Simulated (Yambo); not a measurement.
BSE-type run in Yambo on CdZnS2 (space group P3m1, No. 156), at zero momentum. PBEsol wavefunctions on a 3×3×2 mesh, a = 3.9357 Å, b = 3.9357 Å, c = 6.5185 Å, α = 90.00°, β = 90.00°, γ = 120.00°.

Yambo input:
```
rim_cut
optics
bse
bss
dipoles
em1s
RandQpts= 1000000
RandGvec= 1 Ry
FFTGvecs= 40 Ry
Chimod= "HARTREE"
BSKmod= "SEX"
BSEmod= "resonant"
BSSmod= "hs"
BSENGexx= 15 Ry
BSENGBlk= 4 Ry
% KfnQP_E
 1.193 | 1.0 | 1.0 |
%
% BSEQptR
 1 | 1 |
%
% BSEBands
 31 | 68 |
%
% BEnRange
 0.0 | 10.7 | eV
%
% BDmRange
 0.15 | 0.15 | eV
%
BEnSteps= 214
% BLongDir
 1.0 | 0.0 | 0.0 |
%
BSHayTrs= -0.02
BSSNEig= 48
WRbsWF
% BndsRnXs
 17 | 120 |
%
NGsBlkXs= 4 Ry
% LongDrXs
 1.0 | 1.0 | 1.0 |
%
```

From the report:

The dimension is k points × valence × conduction bands = 18 × 22 × 16 = 6336.
```
   [SLEPC] Approach                          : Krylov-Schur
   [SLEPC] Number of requested eigenvalues   :   48
   [SLEPC] Number of eigenvalues        [NEV]:   48
    [K] Dimension                                    :   6336
    [K] Bands                                        :   31   68
    [K] Exchange res                                 : yes
    [K] Correlation res                              : yes
    [K] W interaction is bare                        : no
    [K] RL vectors exchange                          :   585
    [K] RL vectors correlation                       :   97
    [W] Matrix size                                  :   97
    [W] Bands                                        :   17  120
    [W] Coulomb Cutoff                               : none
    [W] Hxc Kernel                                   : HARTREE
```

Spin-orbit coupling is included.

Geometry relaxed with PBEsol.

The structure is a Materials Project entry; no match was found in the copy of COD used, and its stability was not checked.
